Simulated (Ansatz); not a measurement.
Input:

Ti2AlC:
Space group P6₃/mmc (No. 194); a = b = 3.037 Å, c = 13.631 Å, α = β = 90.00°, γ = 120.00°

```csv
atom,site,symmetry,x,y,z
Ti,4f,3m.,0.3333,0.6667,0.0834
Al,2d,-6m2,0.6667,0.3333,0.2500
C,2a,-3m.,0.0000,0.0000,0.0000
```

This is the PBEsol-relaxed structure.

**Question.** All from PBEsol in the plane-wave PAW code Ansatz, unless another level is named. Give the electronic character.

**Answer.** metallic (no gap).

**Question.** What about the density of states at the Fermi level?

**Answer.** 0.32 states/eV per atom (mean over ±0.08 eV).

**Question.** Predict the formation energy from the elements (no fitted shifts).

**Answer.** -0.75 eV/atom.

Space group P6_3/mmc. The workflow started from a Materials Project entry (that database holds measured and hypothetical structures alike); the Crystallography Open Database copy checked does not list it. Whether it is the stable phase at ambient conditions was not checked. The cell was relaxed with PBEsol under the symmetry of its start; its stability against distortions is not shown here. The run is not spin-polarised. The references are the lowest solids computed at this level, not always the standard phases.

Potentials: the earlier of the program's two PAW sets. The files were generated under PBE; for other functionals the program regenerates the frozen cores, and for LDA and PBEsol the local potential too.
